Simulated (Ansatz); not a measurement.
## Elastic constants of GaAs (F-43m), step by step

```yaml
crystal:
  lattice:
    - [0.00000, 2.80146, 2.80146]
    - [2.80146, 0.00000, 2.80146]
    - [2.80146, 2.80146, 0.00000]
  atoms:
    - { symbol: Ga, position: [0.00000, 0.00000, 0.00000] }
    - { symbol: As, position: [0.75000, 0.75000, 0.75000] }
```

Level of theory, where no other is named: LDA, all-electron LAPW in Ansatz 0.2.0, scalar-relativistic. k mesh 8×8×8, fixed occupations, basis error target 1 meV/atom. The cell was relaxed by PAW under this functional.

The cell is cubic and carries a residual pressure of 0.02 GPa at this level. Each strain component that symmetry leaves independent is applied at ±0.008 and ±0.016, the ions relax wherever a strain frees them, and the stress (tension positive, GPa) is read. Shears are engineering strains, γ = 2ε.

| strain | size | σxx | σyy | σzz | σyz | σxz | σxy |
| --- | --- | --- | --- | --- | --- | --- | --- |
| xx | -0.016 | -1.9292 | -0.9216 | -0.9216 | 0.0000 | 0.0000 | 0.0000 |
| xx | -0.008 | -0.9632 | -0.4537 | -0.4537 | 0.0000 | 0.0000 | 0.0000 |
| xx | +0.008 | 0.9150 | 0.3955 | 0.3955 | 0.0000 | 0.0000 | 0.0000 |
| xx | +0.016 | 1.8263 | 0.7792 | 0.7792 | 0.0000 | 0.0000 | 0.0000 |
| yz | -0.016 | -0.0125 | -0.0289 | -0.0289 | -0.9373 | 0.0000 | 0.0000 |
| yz | -0.008 | -0.0144 | -0.0185 | -0.0185 | -0.4686 | 0.0000 | 0.0000 |
| yz | +0.008 | -0.0144 | -0.0185 | -0.0185 | 0.4686 | 0.0000 | 0.0000 |
| yz | +0.016 | -0.0125 | -0.0289 | -0.0289 | 0.9373 | 0.0000 | 0.0000 |

The slope is [8(σ(+δ) − σ(−δ)) − (σ(+2δ) − σ(−2δ))]/(12δ), and the program imposes the crystal's symmetry on the matrix.

(1) What are the independent elastic constants?

(2) Do they meet the Born conditions?

(3) What moduli does a random aggregate of grains have?

(4) With the density of 5.462 g/cm³, how fast does sound travel, and what Debye temperature follows?

(5) How far do the constants move if PAW replaces LAPW in the same cell?

(6) How do the constants change if the ions are clamped to the homogeneous strain?

(7) What happens at 20 GPa (cell relaxed there)?

Answers

(1) C11 = 117.4, C12 = 53.0, C44 = 58.6 GPa.

(2) C11 − C12 = 64.3, C11 + 2C12 = 223.5 and C44 = 58.6 GPa must all be positive, so the crystal is elastically stable; that says nothing yet of its phonons.

(3) B = (C11 + 2C12)/3 = 74.5 GPa. G_V = (C11 − C12 + 3C44)/5 = 48.0 and G_R = 5(C11 − C12)C44/(4C44 + 3(C11 − C12)) = 44.1, so G_H = 46.1 GPa. Then E = 9BG/(3B + G) = 114.6 GPa, ν = (3B − 2G)/(6B + 2G) = 0.244 and B/G = 1.62, on the brittle side of Pugh's 1.75 (a rule of thumb, made for metals; it doesn't predict ductility here).

(4) 

```csv
direction,slow (m/s),middle (m/s),fast (m/s)
[100],3275,3275,4636
[110],2427,3275,5131
[111],2739,2739,5285
```

The mean of v⁻³ over directions and branches gives v_m = 3199 m/s and θ_D = (ħ/k_B) v_m (6π²n)^(1/3) = 340 K, n being atoms per volume. Young's modulus spans 84 to 139 GPa over directions, and the universal anisotropy index is 0.44.

(5) 

```csv
constant,LAPW (GPa),PAW (GPa),difference
C11,117.4,117.3,-0.1
C12,53.0,53.0,0.0
C44,58.6,58.6,0.0
```

(6) Clamped values, with the change against relaxed ions: C11 = 117.4 (+0.0), C12 = 53.0 (+0.0), C44 = 80.1 (+21.6) GPa.

(7) The volume falls to 0.8364 of its value, and C11 = 197.1, C12 = 136.9, C44 = 65.2 GPa (slopes of the stress), in this structure whether or not another phase takes over.

Limits of these numbers: constants at zero field, no piezoelectric stiffening; the frozen-core PAW files of the compared runs were fitted under PBE, their cores solved anew for this functional.
